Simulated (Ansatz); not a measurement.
Computed properties of ZrOs

ZrOs:
```cif
data_OsZr
_chemical_formula_sum 'Zr1 Os1'
_space_group_name_H-M_alt 'Pm-3m'
_space_group_IT_number 221
_space_group_name_Hall '-P 4 2 3'
_cell_length_a 3.27325
_cell_length_b 3.27325
_cell_length_c 3.27325
_cell_angle_alpha 90.000
_cell_angle_beta 90.000
_cell_angle_gamma 90.000
loop_
_atom_site_label
_atom_site_type_symbol
_atom_site_symmetry_multiplicity
_atom_site_Wyckoff_symbol
_atom_site_fract_x
_atom_site_fract_y
_atom_site_fract_z
_atom_site_occupancy
Zr1 Zr 1 b 0.50000 0.50000 0.50000 1
Os1 Os 1 a 0.00000 0.00000 0.00000 1
```

Space group Pm-3m (No. 221), CsCl type; conventional cell a = b = c = 3.273 Å, α = β = γ = 90.00°.

Method: plane-wave PAW r²SCAN (Ansatz code). Structure relaxed to zero pressure with the same functional. Other levels are named where they apply.

**Cell and energy**

* **Volume per atom**: 17.54 Å³
* **Density**: 13.33 g/cm³
* **Formation energy from the elements (no fitted shifts)**: -0.63 eV/atom

**Electronic structure**

* **Electronic character**: metallic (no gap)
* **Density of states at the Fermi level**: 0.18 states/eV per atom (mean over ±0.08 eV)

The first step of the workflow began from a Materials Project structure, measured or hypothetical; the Crystallography Open Database files this formula in space group No. 221, but the cells were not matched. Its standing as an ambient phase is unchecked. The cell was relaxed with r²SCAN under the symmetry of its start; whether a distortion lowers the energy is not shown. The run is not spin-polarised. The references are the lowest solids computed at this level, not always the standard phases. Scalar-relativistic: spin–orbit coupling is off unless named, which matters more the heavier the elements.

Potentials: the later of the program's two PAW sets.
